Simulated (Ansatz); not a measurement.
Ca₂H₃Br: consecutive steps of a trajectory

All numbers below come from DFT PBEsol, scalar-relativistic, plane waves, PAW in Ansatz 0.2.0. Cutoff 420 eV, shifted (0.5, 0.5, 0.5 steps) 2×2×2 k-points, Fermi–Dirac smearing of 0.069 eV. The mesh is coarse. No spin polarisation.

18 atoms, starting at 1.02 times the perfect crystal's volume (space group P-3m1, the cell as given, not relaxed at this level); Langevin thermostat at 800 K (friction 0.02 fs⁻¹), fixed cell; 30 steps of 2 fs. The run is short and not equilibrated. The time step is too long for these atoms, so the motion is inaccurate.

Positions in Å, velocities in 0.01 Å/fs, forces in eV/Å; dE is the potential energy from the first frame shown.

```xyz
18
Lattice="5.8932 -3.4024 0.0000 0.0000 6.8049 0.0000 0.0000 0.0000 6.8989" Properties=species:S:1:pos:R:3:v100:R:3:forces:R:3 pbc="T T T" time_fs=20.00 dE_eV=0.0000 T_K=467
Ca    1.8609    1.1597    1.3069   -0.4897    0.1564    0.0975    0.4111    0.2197   -0.4534
Ca    0.0258    4.5588    1.2883    0.4026    0.2362    0.1453   -0.2589    0.3603   -0.3706
Ca    3.8894    4.4931    1.3714   -0.2400   -0.0160    0.0326    0.3818    0.0331   -0.5259
Ca    0.0853    2.3064    5.5679    0.3068    0.2651    0.1918   -0.2854    0.0180   -0.0350
Ca    3.9811    2.2481    5.6204    0.1897    0.2619    0.2801   -0.5241    0.0867   -0.1370
Ca    1.9872    5.6505    5.5840    0.1982   -0.2069   -0.0272    0.5011    0.6470    0.0527
H     1.9566    1.1091    5.8486   -1.2448    0.3739    1.5369    0.0050   -0.0446   -0.1253
H     0.0876    4.7358    5.6695   -0.4718    0.6978    1.3335   -0.0830   -0.4033    0.5216
H     3.9500    4.6156    5.8997   -3.7053    2.2380   -0.3181    0.0803   -0.2030    0.1734
H    -0.0724    2.5006    0.7145    3.3624   -2.9786    2.1086   -0.1257   -0.4658    0.8838
H     3.9371    2.2255    0.9110   -2.4554   -1.5628    2.5422    0.1012    0.2771    0.4274
H     2.0017    5.7597    0.9726   -2.1126   -0.4948    0.6253    0.1554   -0.4306    0.0743
H     0.2366    0.1833    0.2608    0.6553   -3.5115    0.2355   -0.5614   -0.2973   -0.2458
H     3.9308    0.3258   -0.2873   -1.2290   -2.3573    0.4848    0.1313   -0.5032    0.3172
H     2.0099    3.1177   -0.0846    0.0811   -0.8663    3.4239   -0.0344    0.6069    0.1199
Br    0.0134   -0.0297    3.4061    0.2618   -0.0590   -0.1036   -0.0704    0.1762    0.0468
Br    4.0482    0.0753    3.5348    0.3986    0.3515    0.2530   -0.2815   -0.2120   -0.4563
Br    1.8261    3.3599    3.4535   -0.5358   -0.3005    0.0612    0.4575    0.1349   -0.2676
18
Lattice="5.8932 -3.4024 0.0000 0.0000 6.8049 0.0000 0.0000 0.0000 6.8989" Properties=species:S:1:pos:R:3:v100:R:3:forces:R:3 pbc="T T T" time_fs=22.00 dE_eV=-0.0594 T_K=523
Ca    1.8525    1.1635    1.3081   -0.3504    0.2199    0.0178    0.3976    0.1069   -0.3697
Ca    0.0341    4.5636    1.2905    0.4303    0.2417    0.0810   -0.2874    0.2588   -0.3385
Ca    3.8858    4.4934    1.3722   -0.1246    0.0472    0.0429    0.2903    0.0416   -0.4802
Ca    0.0914    2.3131    5.5728    0.3010    0.4036    0.3073   -0.4045    0.0280    0.1047
Ca    3.9867    2.2534    5.6259    0.3691    0.2615    0.2699   -0.5918   -0.0080    0.0531
Ca    1.9915    5.6454    5.5825    0.2198   -0.3042   -0.1240    0.3082    0.7566    0.1009
H     1.9304    1.1061    5.8838   -1.3102   -0.6413    1.9314    0.0812   -0.0134   -0.1804
H     0.0729    4.7564    5.7085   -0.9356    1.2779    2.5101   -0.0228   -0.4879    0.4638
H     3.8734    4.6425    5.9017   -3.6593    0.3050    0.5315    0.3856   -0.3565    0.1816
H    -0.0135    2.4421    0.7725    2.3978   -2.7425    3.4856   -0.2537   -0.3366    0.6775
H     3.8885    2.2001    0.9777   -2.2723   -0.9564    3.9448    0.2393    0.3044    0.2297
H     1.9669    5.7479    0.9864   -1.2521   -0.6700    0.7506    0.2697   -0.4112    0.0680
H     0.2503    0.1151    0.2648    0.6249   -3.2606    0.1385   -0.6578   -0.2406   -0.2636
H     3.9083    0.2696   -0.2654   -0.9709   -3.1380    1.6367    0.1847   -0.3692    0.2464
H     2.0024    3.1208   -0.0083   -0.8330    1.1925    4.0816   -0.0285    0.6216   -0.0107
Br    0.0189   -0.0309    3.4039    0.2898   -0.0611   -0.1168   -0.0980    0.1772    0.1090
Br    4.0568    0.0818    3.5380    0.4691    0.3064    0.0708   -0.2957   -0.2266   -0.4011
Br    1.8155    3.3537    3.4542   -0.5247   -0.3173    0.0098    0.4837    0.1550   -0.1905
18
Lattice="5.8932 -3.4024 0.0000 0.0000 6.8049 0.0000 0.0000 0.0000 6.8989" Properties=species:S:1:pos:R:3:v100:R:3:forces:R:3 pbc="T T T" time_fs=24.00 dE_eV=-0.1177 T_K=578
Ca    1.8456    1.1686    1.3068   -0.3343    0.2845   -0.1378    0.4122   -0.0667   -0.2489
Ca    0.0432    4.5707    1.2929    0.4739    0.4664    0.1576   -0.2964    0.1389   -0.2801
Ca    3.8849    4.4918    1.3734    0.0308   -0.2094    0.0861    0.2068    0.0785   -0.4253
Ca    0.0980    2.3192    5.5795    0.3552    0.2092    0.3608   -0.5071    0.0319    0.2853
Ca    3.9943    2.2583    5.6337    0.3864    0.2307    0.5127   -0.6262   -0.0938    0.2012
Ca    1.9949    5.6398    5.5776    0.1190   -0.2603   -0.3637    0.1163    0.7982    0.1761
H     1.9064    1.0916    5.9287   -1.0227   -0.7323    2.4869    0.1515    0.0603   -0.2527
H     0.0558    4.7610    5.7639   -0.7031   -0.8624    2.9328    0.0603   -0.5336    0.3621
H     3.8109    4.6379    5.9149   -2.3518   -0.8512    0.7597    0.6353   -0.4486    0.1553
H     0.0312    2.3817    0.8566    1.9461   -3.1573    4.6341   -0.3917   -0.1881    0.3741
H     3.8537    2.1878    1.0593   -1.1134   -0.2711    4.0111    0.3343    0.2994    0.0144
H     1.9509    5.7309    1.0040   -0.3020   -0.9659    0.9844    0.3257   -0.3451    0.0491
H     0.2495    0.0467    0.2559   -0.7331   -3.5009   -1.0097   -0.6893   -0.1579   -0.2465
H     3.8961    0.1969   -0.2306   -0.2182   -3.9862    1.7724    0.2225   -0.2179    0.1707
H     1.9919    3.1589    0.0636   -0.2236    2.5409    3.0025   -0.0369    0.5447   -0.1180
Br    0.0237   -0.0329    3.4017    0.1836   -0.1403   -0.1012   -0.1085    0.1719    0.1845
Br    4.0673    0.0880    3.5382    0.5728    0.3128   -0.0489   -0.3143   -0.2418   -0.3081
Br    1.8057    3.3479    3.4531   -0.4531   -0.2633   -0.1120    0.5055    0.1697   -0.0932
18
Lattice="5.8932 -3.4024 0.0000 0.0000 6.8049 0.0000 0.0000 0.0000 6.8989" Properties=species:S:1:pos:R:3:v100:R:3:forces:R:3 pbc="T T T" time_fs=26.00 dE_eV=-0.1678 T_K=662
Ca    1.8385    1.1748    1.3049   -0.3746    0.3346   -0.0503    0.5156   -0.2910   -0.1099
Ca    0.0502    4.5805    1.2969    0.2314    0.5039    0.2478   -0.2763   -0.0091   -0.1997
Ca    3.8857    4.4850    1.3731    0.0492   -0.4613   -0.1144    0.1470    0.1355   -0.3655
Ca    0.1055    2.3235    5.5841    0.3960    0.2139    0.1081   -0.6025    0.0377    0.4517
Ca    4.0029    2.2603    5.6422    0.4730   -0.0313    0.3408   -0.5900   -0.1432    0.2944
Ca    1.9983    5.6360    5.5696    0.2207   -0.1194   -0.4312    0.0007    0.7422    0.2942
H     1.8854    1.0782    5.9761   -1.0178   -0.5561    2.1770    0.2093    0.1213   -0.3386
H     0.0391    4.7371    5.8309   -0.8828   -1.5135    3.6232    0.1486   -0.5177    0.2106
H     3.7813    4.6167    5.9376   -0.5307   -1.3031    1.4381    0.7228   -0.4754    0.0798
H     0.0705    2.3280    0.9549    1.8135   -2.0719    4.9016   -0.5698   -0.0332    0.0591
H     3.8479    2.1873    1.1323    0.5142    0.1621    3.1186    0.3183    0.2456   -0.1565
H     1.9537    5.6915    1.0303    0.5692   -2.8101    1.6060    0.3123   -0.1811    0.0079
H     0.2199   -0.0297    0.2348   -2.1581   -4.0107   -1.0610   -0.6166   -0.0303   -0.2040
H     3.8890    0.1092   -0.1896   -0.4793   -4.6464    2.2573    0.2310   -0.0746    0.1026
H     1.9797    3.2174    0.1380   -0.9972    3.1601    4.3464   -0.0390    0.3911   -0.2125
Br    0.0281   -0.0359    3.3986    0.2531   -0.1580   -0.2076   -0.1046    0.1606    0.2729
Br    4.0787    0.0942    3.5370    0.5672    0.3069   -0.0790   -0.3423   -0.2564   -0.2011
Br    1.7958    3.3430    3.4511   -0.5370   -0.2237   -0.0924    0.5355    0.1780    0.0143
18
Lattice="5.8932 -3.4024 0.0000 0.0000 6.8049 0.0000 0.0000 0.0000 6.8989" Properties=species:S:1:pos:R:3:v100:R:3:forces:R:3 pbc="T T T" time_fs=28.00 dE_eV=-0.1577 T_K=721
Ca    1.8303    1.1811    1.3046   -0.4437    0.2850    0.0191    0.6838   -0.4942    0.0117
Ca    0.0549    4.5908    1.3033    0.2370    0.5279    0.3919   -0.2419   -0.1582   -0.0939
Ca    3.8861    4.4755    1.3702   -0.0114   -0.4868   -0.1809    0.1080    0.1908   -0.2765
Ca    0.1133    2.3283    5.5852    0.3853    0.2734   -0.0030   -0.7161    0.0647    0.5636
Ca    4.0115    2.2625    5.6489    0.3907    0.2453    0.3302   -0.4772   -0.1714    0.3594
Ca    2.0035    5.6335    5.5623    0.2993   -0.1328   -0.3029   -0.0142    0.6331    0.4304
H     1.8632    1.0824    6.0084   -1.1428    0.9807    1.0072    0.2670    0.1233   -0.3842
H     0.0345    4.7109    5.9059    0.4342   -1.0966    3.6769    0.1586   -0.5108    0.0084
H     3.7800    4.5851    5.9773    0.3573   -1.8098    2.3945    0.6710   -0.4326   -0.0629
H     0.0932    2.2895    1.0536    0.2980   -1.6575    4.7170   -0.7340    0.0837   -0.2038
H     3.8554    2.1877    1.1968    0.1457   -0.1775    3.2028    0.2258    0.1819   -0.2907
H     1.9665    5.6380    1.0586    0.6504   -2.3179    1.1884    0.2439    0.0514   -0.0299
H     0.1576   -0.1212    0.2041   -3.9255   -4.9578   -1.9606   -0.4651    0.1660   -0.1568
H     3.8704    0.0212   -0.1441   -1.3870   -4.0327    2.2308    0.2286    0.0493    0.0323
H     1.9610    3.3029    0.2170   -0.8674    5.1698    3.4678   -0.0369    0.1558   -0.3005
Br    0.0337   -0.0392    3.3959    0.3070   -0.1670   -0.0599   -0.0972    0.1494    0.3586
Br    4.0914    0.0998    3.5349    0.7000    0.2506   -0.1249   -0.3798   -0.2700   -0.0877
Br    1.7858    3.3394    3.4493   -0.4578   -0.1415   -0.0860    0.5758    0.1877    0.1226
18
Lattice="5.8932 -3.4024 0.0000 0.0000 6.8049 0.0000 0.0000 0.0000 6.8989" Properties=species:S:1:pos:R:3:v100:R:3:forces:R:3 pbc="T T T" time_fs=30.00 dE_eV=-0.0450 T_K=738
Ca    1.8203    1.1872    1.3036   -0.5529    0.3237   -0.1154    0.8740   -0.6097    0.1360
Ca    0.0600    4.6010    1.3109    0.2705    0.4888    0.3752   -0.2205   -0.2878    0.0610
Ca    3.8866    4.4661    1.3670    0.0646   -0.4580   -0.1363    0.0761    0.2556   -0.1592
Ca    0.1198    2.3343    5.5858    0.2565    0.3210    0.0701   -0.8553    0.1122    0.6054
Ca    4.0183    2.2670    5.6557    0.2961    0.1999    0.3552   -0.3045   -0.2051    0.4031
Ca    2.0105    5.6301    5.5553    0.3932   -0.2067   -0.3952    0.0266    0.5143    0.5654
H     1.8436    1.1089    6.0296   -0.7538    1.6030    1.1020    0.3332    0.0533   -0.3922
H     0.0482    4.6855    5.9933    0.8677   -1.4460    4.8036    0.0823   -0.5140   -0.2654
H     3.7956    4.5468    6.0249    1.0877   -1.9285    2.1805    0.5588   -0.3364   -0.2527
H     0.0944    2.2680    1.1420   -0.2442   -0.4401    3.9325   -0.7990    0.1441   -0.3956
H     3.8698    2.1961    1.2590    1.1694    0.9315    2.9159    0.0971    0.0940   -0.3991
H     1.9816    5.5930    1.0842    0.7676   -1.9592    1.3473    0.1466    0.2830   -0.0526
H     0.0753   -0.2182    0.1583   -4.1423   -4.5171   -2.5792   -0.2879    0.4032   -0.1131
H     3.8505   -0.0629   -0.0960   -0.6092   -4.2655    2.5029    0.2144    0.1652   -0.0409
H     1.9565    3.4103    0.2878    0.3946    5.2920    3.5461   -0.0553   -0.1355   -0.3724
Br    0.0392   -0.0421    3.3955    0.2508   -0.1266    0.0194   -0.0838    0.1416    0.4295
Br    4.1051    0.1051    3.5337    0.6758    0.2753    0.0074   -0.4222   -0.2807    0.0231
Br    1.7764    3.3358    3.4485   -0.4853   -0.2194    0.0136    0.6195    0.2025    0.2201
18
Lattice="5.8932 -3.4024 0.0000 0.0000 6.8049 0.0000 0.0000 0.0000 6.8989" Properties=species:S:1:pos:R:3:v100:R:3:forces:R:3 pbc="T T T" time_fs=32.00 dE_eV=0.1257 T_K=665
Ca    1.8097    1.1923    1.3020   -0.5046    0.1935   -0.0357    0.9615   -0.6093    0.2570
Ca    0.0644    4.6101    1.3194    0.1701    0.4204    0.4786   -0.2034   -0.3867    0.2419
Ca    3.8893    4.4568    1.3635    0.1994   -0.4654   -0.2036    0.0357    0.3573   -0.0377
Ca    0.1252    2.3402    5.5891    0.2797    0.2762    0.2590   -0.9852    0.1376    0.6127
Ca    4.0232    2.2712    5.6632    0.1980    0.2275    0.3941   -0.1433   -0.2578    0.4079
Ca    2.0191    5.6256    5.5466    0.4697   -0.2468   -0.4648    0.0646    0.3909    0.6973
H     1.8403    1.1455    6.0472    0.4638    1.9583    0.6598    0.3779   -0.0462   -0.3943
H     0.0713    4.6391    6.0804    1.3474   -3.1331    3.5976   -0.0184   -0.4511   -0.5838
H     3.8169    4.5036    6.0694    0.9307   -2.2817    2.0821    0.4395   -0.2243   -0.4530
H     0.0582    2.2595    1.2086   -3.2347   -0.4394    2.6278   -0.6538    0.1141   -0.5033
H     3.8905    2.2171    1.2933    0.7664    1.0454    0.4544   -0.0443   -0.0342   -0.4607
H     1.9955    5.5674    1.1134    0.5229   -0.4391    1.5565    0.0458    0.4524   -0.0691
H    -0.0042   -0.2996    0.1029   -3.6330   -3.4404   -2.9166   -0.1069    0.5931   -0.0710
H     3.8413   -0.1549   -0.0516   -0.3482   -4.8292    1.8742    0.1779    0.2822   -0.1125
H     1.9532    3.5075    0.3283   -0.7413    4.1834    0.4766   -0.0731   -0.3900   -0.4027
Br    0.0456   -0.0456    3.3970    0.3856   -0.2218    0.1342   -0.0747    0.1394    0.4798
Br    4.1175    0.1106    3.5329    0.5582    0.2793   -0.0877   -0.4660   -0.2833    0.1148
Br    1.7664    3.3308    3.4498   -0.5139   -0.2736    0.1095    0.6661    0.2160    0.2766
```

What is the next frame? The thermostat's random kicks make it one of many possible.

```xyz
18
Lattice="5.8932 -3.4024 0.0000 0.0000 6.8049 0.0000 0.0000 0.0000 6.8989" Properties=species:S:1:pos:R:3:v100:R:3:forces:R:3 pbc="T T T" time_fs=34.00 dE_eV=0.2573 T_K=578
Ca    1.8002    1.1964    1.3015   -0.4456    0.2147   -0.0199    0.9088   -0.5357    0.3010
Ca    0.0673    4.6168    1.3278    0.1169    0.2493    0.3641   -0.1924   -0.4299    0.3700
Ca    3.8925    4.4476    1.3612    0.1276   -0.4520   -0.0262   -0.0520    0.4424    0.0246
Ca    0.1301    2.3474    5.5945    0.2114    0.4389    0.2780   -1.0783    0.0963    0.6012
Ca    4.0268    2.2746    5.6715    0.1635    0.1070    0.4339   -0.0546   -0.3420    0.3481
Ca    2.0283    5.6211    5.5375    0.4565   -0.2113   -0.4490    0.1157    0.2798    0.7898
H     1.8585    1.1867    6.0436    1.3408    2.0621   -0.9554    0.3647   -0.1532   -0.3279
H     0.1077    4.5758    6.1434    2.1629   -3.0737    2.4766   -0.1490   -0.3200   -0.8257
H     3.8485    4.4529    6.0939    2.1039   -2.6493    0.2352    0.3024   -0.0764   -0.5878
H    -0.0225    2.2422    1.2411   -4.4946   -1.3231    0.5876   -0.2961    0.0739   -0.5399
H     3.9055    2.2365    1.2954    0.6251    0.7690   -0.2540   -0.1541   -0.1642   -0.4682
H     2.0016    5.5684    1.1422    0.0091    0.5909    1.3198   -0.0339    0.5106   -0.0788
H    -0.0881   -0.3538    0.0483   -4.5503   -1.8969   -2.4787    0.1070    0.6785    0.0002
H     3.8204   -0.2491   -0.0249   -1.7620   -4.4831    0.7451    0.1577    0.3930   -0.1666
H     1.9395    3.5680    0.3286   -0.6211    1.7236   -0.4114   -0.0670   -0.5376   -0.3642
Br    0.0540   -0.0494    3.4008    0.4561   -0.1600    0.2458   -0.0808    0.1406    0.4935
Br    4.1274    0.1153    3.5326    0.4352    0.1908    0.0555   -0.5031   -0.2794    0.1698
Br    1.7567    3.3260    3.4540   -0.4592   -0.2063    0.3101    0.7050    0.2235    0.2608
```

Cost: 1 run of about 1.5 core-minutes (earlier runs that led there not counted), on Intel Xeon 6975P-C (Granite Rapids) (shared hosts).